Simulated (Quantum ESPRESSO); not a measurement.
```
CELL_PARAMETERS angstrom
      2.44919     1.41404     4.17472
     -2.44919     1.41404     4.17472
      0.00000    -2.82809     4.17472
ATOMIC_POSITIONS crystal
  B  0.00997 0.65429 0.00997
  B  0.99003 0.34571 0.99003
  B  0.00997 0.00997 0.65429
  B  0.99003 0.99003 0.34571
  B  0.65429 0.00997 0.00997
  B  0.34571 0.99003 0.99003
  B  0.22056 0.63164 0.22056
  B  0.77944 0.36836 0.77944
  B  0.22056 0.22056 0.63164
  B  0.77944 0.77944 0.36836
  B  0.63164 0.22056 0.22056
  B  0.36836 0.77944 0.77944
```

The geometry is that of Materials Project entry mp-160, symmetrised and not relaxed again.

**Question.** What does LDA (Quantum ESPRESSO, PseudoDojo norm-conserving, 76 Ry, scalar-relativistic) give for the electronic structure near the Fermi level?

**Answer.** The LDA gap is indirect, 1.52 eV, from Z to Γ; the smallest direct gap is 1.87 eV.
